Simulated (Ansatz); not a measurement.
Here is the system:

Starting cell, CsPbBr3 (cubic perovskite):

```
CELL_PARAMETERS angstrom
      6.00277     0.00000     0.00000
      0.00000     6.00277     0.00000
      0.00000     0.00000     6.00277
ATOMIC_POSITIONS crystal
  Cs 0.00000 0.00000 0.00000
  Pb 0.50000 0.50000 0.50000
  Br 0.00000 0.50000 0.50000
  Br 0.50000 0.50000 0.00000
  Br 0.50000 0.00000 0.50000
```

In this cell atom 4 (Br, nearest neighbour Pb at 3.001 Å; its periodic images, 6.0 Å or more away, move with it) is moved by s along Cartesian [111], unit vector (0.577, 0.577, 0.577); all other atoms and the cell stay fixed.

Computed with PBE (plane waves to 420 eV, PAW, scalar-relativistic; Ansatz, a quantum-chemistry and plane-wave program). k mesh 5×5×5 (Γ-centred), Fermi-Dirac smearing 0.05 eV. The energy includes the smearing's −TS. CsPbBr3 was relaxed with its symmetry unable to fall. Spin-orbit coupling is left out, though Pb is heavy. The PAW data are Ansatz's earlier set. This is a high-temperature form of CsPbBr3. The zero of ΔE is the undisplaced structure.

The scan covers s from -0.600 to 0.600 Å in 11 points.

Problem. Is this a single well or a double well?

Solution. A single well with its minimum at or next to zero displacement.

Problem. Is the energy the same for equal positive and negative displacements?

Solution. Even: the same for both signs. With its periodic images moving along, the atom's site symmetry in this cell is 4/mmm.

Problem. What is the energy change at s = 0.600 Å?

Solution. 159.7 meV/cell.

Problem. What force acts on the atom along the line at s = -0.600 Å?

Solution. 0.646 eV/Å.

Problem. What is the force constant k = d²E/ds² of this move at s = 0?

Solution. 0.66 eV/Å².

(For displaced atoms, the force is minus the slope of the energy, and its curvature is a force constant, which sets phonon frequencies.)
